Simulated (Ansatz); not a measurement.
**What DFT gives for Ca2W**

```xyz
6
Lattice="0.0000 4.4049 0.0000 4.4049 0.0000 0.0000 2.2025 2.2025 -7.6969" Properties=species:S:1:pos:R:3 pbc="T T T"
W     2.2025    2.2025   -5.6618
Ca    4.4049    4.4049   -5.2647
Ca    2.2025    2.2025   -2.7124
Ca    0.0000    2.2025    0.0000
Ca    2.2025    0.0000    0.0000
W     4.4049    4.4049   -2.2336
```

The numbers come from plane-wave PAW DFT (Ansatz): PBE, no spin polarisation, 420 eV, 8×8×8 Γ-centred k points, fermi-dirac occupations (width 0.1 eV). Nothing was relaxed.

**Question.** Is there a gap?

**Answer.** It is a metal, with about 13 states/eV a cell as the mean within 0.25 eV of the Fermi level, mostly W d (81 %).

**Question.** What do density and ELF say about some of the short contacts?

**Answer.** W–Ca at 2.95 Å: least valence density 0.17 e/Å³ and ELF 0.10 there. Ca–Ca at 3.11 Å: least valence density 0.09 e/Å³ and ELF 0.07 there. Both are smooth PAW fields, read partly inside the augmentation spheres.

**Question.** What is the formation energy?

**Answer.** 1.59 eV an atom against the elements' usual phases (free molecules for gases, crystals otherwise, with no correction for O₂ or N₂), so at this geometry it isn't bound against them. Relaxing would lower it.

**Question.** Which atom feels the largest force, and which way?

**Answer.** The largest is on Ca2: 1.51 eV/Å, components (0.00, 0.00, 1.51). It makes 0° with the line to a nearest neighbour, W6 at 3.03 Å, pointing towards it.

**Question.** What does the stress say?

**Answer.** The pressure is 6.5 GPa (compression positive), so with the atoms held at these fractions the cell would first expand; the forces are large, so a full relaxation may end otherwise. The principal stresses 5.1, 5.1, 9.3 GPa differ, so its shape would change too.

Origin: a known structure type with other elements, at an estimated volume, so it need not be a known compound. Caveats: many states at the Fermi level without spin polarisation, so a magnetic state may lie lower; atoms or cell far from equilibrium.
